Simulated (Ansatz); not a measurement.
Level of theory: DFT PBE, scalar-relativistic, plane waves, PAW in Ansatz. Settings: cutoff 420 eV, Γ-centred meshes spaced at most about 0.3 Å⁻¹, and about 0.25 Å⁻¹ or finer for metals (2π included), Gaussian smearing. No spin polarisation in the final relaxations.

Temperature and zero-point effects are left out.

Two forms of ZrO5 were relaxed alike.

A.

```xyz
6
Lattice="3.8312 0.0000 0.0000 -1.9156 3.3179 0.0000 0.0000 0.0000 4.9488" Properties=species:S:1:pos:R:3 pbc="T T T"
Zr    0.0000    0.0000    2.4744
O     2.9180    0.0000    0.0000
O     0.4566    0.7908    0.0000
O    -1.4590    2.5271    0.0000
O     1.9156    1.1060    2.4744
O     0.0000    2.2119    2.4744
```

B.

```xyz
6
Lattice="3.7340 0.0000 0.0000 -1.8670 3.2338 0.0000 0.0000 0.0000 5.6145" Properties=species:S:1:pos:R:3 pbc="T T T"
Zr    0.0000    0.0000    0.0000
O     1.8670    0.0000    2.8072
O     0.9335    1.6169    2.8072
O    -0.9335    1.6169    2.8072
O     0.0000    2.1558    0.0000
O     1.8670    1.0779    0.0000
```

Question: Which would you expect to be lower, and how large is the difference?

Answer: A is lower, by 300 meV/atom. A has space group P-62m (No. 189), 10.5 Å³/atom and no gap on its mesh; B has space group P6/mmm (No. 191), 11.3 Å³/atom and no gap. Counting O atoms around Zr (those within 1.25 times the shortest such distance or 1.15 times the sum of covalent radii; a plus sign parts nearer from farther groups), A has Zr 6+6 and B has Zr 6. A holds O–O units of three or more atoms (shortest 1.58 Å); in B the shortest O–O distance is 1.87 Å. In A, around Zr lie 6 O at 2.21 Å and 6 O at 2.64 Å; O on a site of symmetry m2m is surrounded by 2 O at 1.58 Å, 4 O at 2.59 Å and 2 Zr at 2.64 Å; around O on a site of symmetry -6 lie 3 O at 2.21 Å and 3 Zr at 2.21 Å. In B, Zr is surrounded by 6 O at 2.16 Å; around O on a site of symmetry mmm lie 4 O at 1.87 Å (long contacts); around O on a site of symmetry -6m2 lie 3 O at 2.16 Å and 3 Zr at 2.16 Å. Both come from invented guesses. A third cell relaxed alike, in P6/mmm, lies 0.45 eV/atom below the lower of the two.

Weakly bound directions are ill-defined at this level, which has no dispersion term (P6/mmm), and this can change margins and order among such cells. A magnetic state wasn't ruled out in cells without spin, among them P6/mmm. Cells relaxed within their symmetry can be saddle points.
